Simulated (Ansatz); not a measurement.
# Kick test of a cell of TaH

The cell was found from a proposed guess, not taken from experiment.

Computed with DFT PBE, scalar-relativistic, plane waves, PAW in Ansatz 0.2.0. Plane waves to 420 eV, a k mesh through Γ of 12×12×8 on the computed 4-atom cell and Gaussian smearing (0.10 eV); no spin polarisation.

The cell below (4 atoms, space group Cccm (No. 66)) is relaxed within its symmetry.

```
CELL_PARAMETERS angstrom
1.75412 -2.41753 0.00000
1.75412 2.41753 0.00000
0.00000 0.00000 4.88009
ATOMIC_POSITIONS crystal
Ta 0.00000 0.50000 0.50000
Ta 0.50000 0.00000 0.00000
H 0.00000 0.00000 0.75000
H 0.00000 0.00000 0.25000
```

For the test a repeat of it with 8 atoms (edges 2.99, 2.99, 9.76 Å) was strained at random (σ = 1.5 % a component), the atoms were moved at random (σ = 0.15 Å), and all was relaxed again on a coarse 8×8×2 mesh (in the run’s order of axes) with 0.20 eV smearing, with no symmetry imposed.

Spin–orbit coupling, which can matter for Ta, is left out.

Question: What happens?

Answer: It returns, within 1 meV/atom of the unmoved cell on that mesh and with the same symmetry when read at 0.1 Å. No instability shows in this cell; modes of other wave vectors, which need another repeat, aren't tested.
